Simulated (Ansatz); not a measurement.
Task: Name crystals whose computed values (r²SCAN in the plane-wave PAW code Ansatz) fall in these windows: Θ_D (K) 200 to 260; electron conductivity mass (mₑ) 0.13 to 0.17.

Result: 

```csv
crystal,Θ_D (K),electron conductivity mass (mₑ)
"CdS, zinc blende",217,0.15
"PbSe, rock salt",205,0.15
"CdS, wurtzite",216,0.16
```
Others may fit too.

All cells were relaxed under the symmetry of their starts (and spin orders); stability against distortions was not tested throughout. Spin–orbit coupling is left out wherever it is not named.

Potentials: the later of the program's two PAW sets.
